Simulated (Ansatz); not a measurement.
TePt:
```cif
data_PtTe
_chemical_formula_sum 'Pt1 Te1'
_space_group_name_H-M_alt 'Pm-3m'
_space_group_IT_number 221
_space_group_name_Hall '-P 4 2 3'
_cell_length_a 3.39187
_cell_length_b 3.39187
_cell_length_c 3.39187
_cell_angle_alpha 90.000
_cell_angle_beta 90.000
_cell_angle_gamma 90.000
loop_
_atom_site_label
_atom_site_type_symbol
_atom_site_symmetry_multiplicity
_atom_site_Wyckoff_symbol
_atom_site_fract_x
_atom_site_fract_y
_atom_site_fract_z
_atom_site_occupancy
Pt1 Pt 1 a 0.00000 0.00000 0.00000 1
Te1 Te 1 b 0.50000 0.50000 0.50000 1
```

Relaxed with PBEsol.

Task: Decompose the optical modes at the zone centre into irreducible representations, and say which are infrared and Raman allowed.

Result: Point group m-3m: Γ_opt = T1u. Infrared: T1u. Raman: none.

Task: Assign frequencies (DFPT, PBEsol in the plane-wave PAW code Ansatz).

Result: T1u 42 cm⁻¹.

The start of the workflow was typed in or built on a structure type; neither database checked (COD, Materials Project) lists it. COD files the formula under space group No. 166, 194. Whether it is the stable phase at ambient conditions was not checked. The PBEsol relaxation kept the symmetry of its start; whether a distortion lowers the energy is not shown. The run is not spin-polarised. As this level gives no gap, phonon frequencies hold no LO–TO term and depend on the k-mesh and smearing (Fermi–Dirac, 0.1 eV here). Scalar-relativistic: spin–orbit coupling is off unless named, which matters more the heavier the elements.

Potentials: the earlier of the program's two PAW sets. The files were generated under PBE; for other functionals the program regenerates the frozen cores, and for LDA and PBEsol the local potential too.
